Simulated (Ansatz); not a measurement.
All numbers below come from DFT PBE, scalar-relativistic, plane waves, PAW in Ansatz 0.2.0. All cells share a 420 eV cutoff and Γ-centred k meshes spaced at most about 0.3 Å⁻¹ (about 0.25 or finer for metals, 2π included). No spin polarisation in the final relaxations.

These are static total energies at zero pressure.

Compare these two cells of Ti4GaSi2As3, each relaxed at this level.

A.

```yaml
crystal:
  lattice:
    - [3.56499, 0.00000, 0.00000]
    - [0.00000, 3.56499, 0.00000]
    - [0.00000, 0.00000, 13.45099]
  atoms:
    - { symbol: Ti, position: [0.00000, 0.50000, 0.84581] }
    - { symbol: Ti, position: [0.50000, 0.00000, 0.35243] }
    - { symbol: Ti, position: [0.50000, 0.00000, 0.15419] }
    - { symbol: Ti, position: [0.00000, 0.50000, 0.64757] }
    - { symbol: Ga, position: [0.50000, 0.50000, 0.00000] }
    - { symbol: Si, position: [0.50000, 0.00000, 0.75070] }
    - { symbol: Si, position: [0.00000, 0.50000, 0.24930] }
    - { symbol: As, position: [0.00000, 0.00000, 0.50000] }
    - { symbol: As, position: [0.00000, 0.00000, 0.00000] }
    - { symbol: As, position: [0.50000, 0.50000, 0.50000] }
```

B.

```yaml
crystal:
  lattice:
    - [2.56720, -2.56318, 0.00000]
    - [2.56720, 2.56318, 0.00000]
    - [-1.22883, 0.00000, 13.24424]
  atoms:
    - { symbol: Ti, position: [0.02292, 0.39332, 0.34451] }
    - { symbol: Ti, position: [0.38529, 0.02038, 0.84969] }
    - { symbol: Ti, position: [0.60668, 0.97708, 0.65549] }
    - { symbol: Ti, position: [0.97962, 0.61471, 0.15031] }
    - { symbol: Ga, position: [0.56166, 0.43834, 0.50000] }
    - { symbol: Si, position: [0.50133, 0.99871, 0.25207] }
    - { symbol: Si, position: [0.00129, 0.49867, 0.74793] }
    - { symbol: As, position: [0.93528, 0.06472, 0.00000] }
    - { symbol: As, position: [0.06225, 0.93775, 0.50000] }
    - { symbol: As, position: [0.43903, 0.56097, 0.00000] }
```

Question: Which is lower in energy, and by how much?

Answer: B is lower, by 29 meV/atom. A has space group P-4m2 (No. 115), 17.1 Å³/atom and no gap on its mesh; B has space group C2 (No. 5), 17.4 Å³/atom and no gap. Counting As or Si atoms around Ga and Ti (for each partner element, those within 1.25 times its shortest distance or 1.15 times the sum of covalent radii, where it is the nearest in units of that sum or under 1.3; a plus sign parts groups by distance over the sum of covalent radii; a slash parts the counts of unlike sites), A has Ti 6/8, Ga 4 and B has Ti 4+2/6+2, Ga 4. A and B both hold As–As nets. Both come from invented guesses.

A magnetic state wasn't ruled out in cells without spin, among them P-4m2. Cells relaxed within their symmetry can be saddle points. The C2 cell of Ti4GaSi2As3 came from shaking the P-4m2 one.
